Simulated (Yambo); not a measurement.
Material: BaO2 (space group I4/mmm, No. 139); a = b = c = 4.301 Å, α = β = 128.00°, γ = 76.63° (3 atoms in the cell). Cell and atoms were relaxed with PBEsol from Materials Project entry mp-1105, within its symmetry.

With norm-conserving PBEsol (Quantum ESPRESSO, 84 Ry, with spin-orbit coupling), the gap between the mesh's edge points (Z → Z) is 2.058 eV.

**Question.** Estimate the G0W0 gap between the same points from Yambo (4×4×4 Γ-centred k mesh, 150 bands and a 7 Ry block in the screening, 150 bands in G with the Bruneval-Gonze terminator, plasmon pole fitted at 27.2 eV).

**Answer.** The correction is 1.648 eV, giving 3.705 eV, 1.8 times the PBEsol value.  Nearest settings tried, and what they do to the gap: 1 Ry block (11 vectors against 113): +682 meV. Not varied: bands in G, bands in W, mesh. So the settings aren't converged at that level.
